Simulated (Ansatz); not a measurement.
ZnCdSe₂:
Space group P3m1 (No. 156); a = b = 4.0719 Å, c = 6.7549 Å, α = β = 90.00°, γ = 120.00°

| atom | site | symmetry | x | y | z |
|---|---|---|---|---|---|
| Zn | 1a | 3m. | 0.0000 | 0.0000 | 0.0013 |
| Cd | 1c | 3m. | 0.6667 | 0.3333 | 0.4928 |
| Se | 1c | 3m. | 0.6667 | 0.3333 | 0.1093 |
| Se | 1a | 3m. | 0.0000 | 0.0000 | 0.6446 |

This is the LDA-relaxed structure.

**Question.** All from LDA in the plane-wave PAW code Ansatz, unless another level is named. Estimate the Debye temperature from the elastic constants.

**Answer.** 222 K.

**Question.** What about the highest zone-centre frequency (without LO–TO term)?

**Answer.** 217 cm^-1.

The first step of the workflow began from a Materials Project structure, measured or hypothetical; the Crystallography Open Database copy checked does not list it. Whether it is the stable phase at ambient conditions was not checked. Symmetry was held in the LDA relaxation; of distortions, only those at the zone centre were tested.

Potentials: the later of the program's two PAW sets.
